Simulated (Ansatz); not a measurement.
Input and command of a calculation in Ansatz (plane waves; scalar-relativistic PAW potentials unless the input names others):

```yaml
crystal:
  lattice:
    - [4.0568739951, 0.0, 0.0]
    - [0.0, 4.0568739951, 0.0]
    - [0.0, 0.0, 5.5964794922]
  atoms:
    - { symbol: Pb, position: [0.0, 0.5, 0.2126146367] }
    - { symbol: Pb, position: [0.5, 0.0, 0.7873853633] }
    - { symbol: O, position: [0.0, 0.0, 0.0] }
    - { symbol: O, position: [0.5, 0.5, 0.0] }
basis:
  ecutwfc: 420
kpoints:
  mp_grid: { grid: [8, 8, 6] }
hamiltonian:
  xc: pbe
  pseudopotentials: { kind: nc }
scf:
  occupations: { method: gaussian, width: 0.02 }
  max_iter: 80
output:
  forces: true
  eigenvalues: true
  stress: true
magnetization:
  spin_polarized: true
  spin_orbit: true
```

```bash
ansatz run input.yaml --threads 1 --pin off --max-ram 2560MiB --backend cpu --events-out ev --progress --plain --runs-dir out
```

Task: What will the program do with this input?

Result: The program refuses it, because of spin-orbit coupling on scalar files and without noncollinear: true (magnetization: not typed → {"spin_polarized": true, "spin_orbit": true}; hamiltonian.pseudopotentials: not typed → {"kind": "nc"}). Without those keys it is accepted.

Abridged log:
```
Error: 2 input errors — fix all and re-run
  1. inconsistent input (magnetization.spin_orbit, magnetization.noncollinear): true requires noncollinear: true — spin–orbit coupling acts on 2-spinor wavefunctions; set both flags
  2. inconsistent input (magnetization.spin_orbit, hamiltonian.pseudopotentials.kind): true requires a fully-relativistic hamiltonian.pseudopotentials.kind (nc_fr or paw_fr), or kind: all_electron without datasets and azcp, which then solves Dirac's equation on LAPW. paw_fr resolves this project's PAW files (source: ansatz) by j as it reads them
```